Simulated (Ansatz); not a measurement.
InSb (zinc blende)

```
CELL_PARAMETERS angstrom
      0.00000     6.63461     6.63461
      3.31730     3.31730     6.63461
      3.31730     3.31730     0.00000
ATOMIC_POSITIONS crystal
  Sb 0.00000 0.75000 0.75000
  Sb 0.50000 0.75000 0.75000
  In 0.00000 0.00000 0.00000
  In 0.50000 0.00000 0.00000
```

A phonon eigenvector at X = (0.5, 0.5, 0.0) is frozen into this cell: atom i moves by Q times the vector below, so Q is the largest atomic displacement, in Å. The cell is held. (q is in reciprocal vectors of the primitive cell; the cell shown is doubled to hold the pattern.)

| atom | x | y | z |
|---|---|---|---|
| Sb1 | 0.000 | 0.000 | -1.000 |
| Sb2 | 0.000 | 0.000 | 1.000 |

Atoms not listed stay in place.

These are PBE (plane waves to 420 eV, PAW, scalar-relativistic; Ansatz, an electronic-structure program) values and carry that method's errors. k mesh 12×12×12 (Γ-centred), Fermi-Dirac smearing 0.05 eV. Energies are smeared free energies. Compression counts positive. With partly filled bands, energies and forces of such displacements shift with the k mesh and the smearing. At this level the bands of InSb touch or barely overlap; measurements give the solid a gap. InSb was relaxed with its symmetry unable to fall. Spin-orbit coupling is left out, though Sb is heavy. The zero of ΔE is the undisplaced structure.

```
Q (Å)   ΔE (meV/cell)  P (GPa)  −dE/dQ from forces (eV/Å)
------  -------------  -------  -------------------------
-0.280            611      1.4                      4.279
-0.233            426      1.0                      3.609
-0.187            274      0.6                      2.914
-0.140            155      0.4                      2.201
-0.093             69      0.2                      1.474
-0.047             17      0.0                      0.739
0.000               0      0.0                      0.000
0.047              17      0.0                     -0.739
0.093              69      0.2                     -1.474
0.140             155      0.4                     -2.201
0.187             274      0.6                     -2.914
0.233             426      1.0                     -3.609
0.280             611      1.4                     -4.279
```

Derived quantities:

* **Energy at Q = 0.280 Å**: 611 meV/cell
* **Space group of the distorted cell**: P-4m2 (No. 115), lowered from F-43m
* **Symmetry of the curve**: even: the same for both signs
* **Shape of the curve**: a single well with its minimum at or next to zero displacement
* **Harmonic wavenumber from the curvature (finite differences)**: 133 cm⁻¹
* **Wavenumber by perturbation theory (DFPT, on another k mesh)**: 133 cm⁻¹

(A displaced cell: forces are minus the slopes of the energy, force constants its curvatures, and phonons follow from these.)
